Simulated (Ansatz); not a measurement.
TiAl:
```cif
data_AlTi
_chemical_formula_sum 'Ti1 Al1'
_space_group_name_H-M_alt 'P4/mmm'
_space_group_IT_number 123
_space_group_name_Hall '-P 4 2'
_cell_length_a 2.79454
_cell_length_b 2.79454
_cell_length_c 4.03889
_cell_angle_alpha 90.000
_cell_angle_beta 90.000
_cell_angle_gamma 90.000
loop_
_atom_site_label
_atom_site_type_symbol
_atom_site_symmetry_multiplicity
_atom_site_Wyckoff_symbol
_atom_site_fract_x
_atom_site_fract_y
_atom_site_fract_z
_atom_site_occupancy
Ti1 Ti 1 d 0.50000 0.50000 0.50000 1
Al1 Al 1 a 0.00000 0.00000 0.00000 1
```

Relaxed with PBEsol.

Q: Decompose the optical modes at the zone centre into irreducible representations, and say which are infrared and Raman allowed.

A: Point group 4/mmm: Γ_opt = A2u + Eu. Infrared: A2u, Eu. Raman: none.

Q: Assign frequencies (DFPT, PBEsol (plane waves, PAW; program Ansatz)).

A: Eu 270, A2u 312 cm⁻¹.

Symmetry was held in the PBEsol relaxation. No spin polarisation was allowed. As this level gives no gap, phonon frequencies hold no LO–TO term and depend on the k-mesh and smearing (Fermi–Dirac, 0.1 eV here).

Potentials: the earlier of the program's two PAW sets. The files were generated under PBE; for other functionals the program regenerates the frozen cores, and for LDA and PBEsol the local potential too.
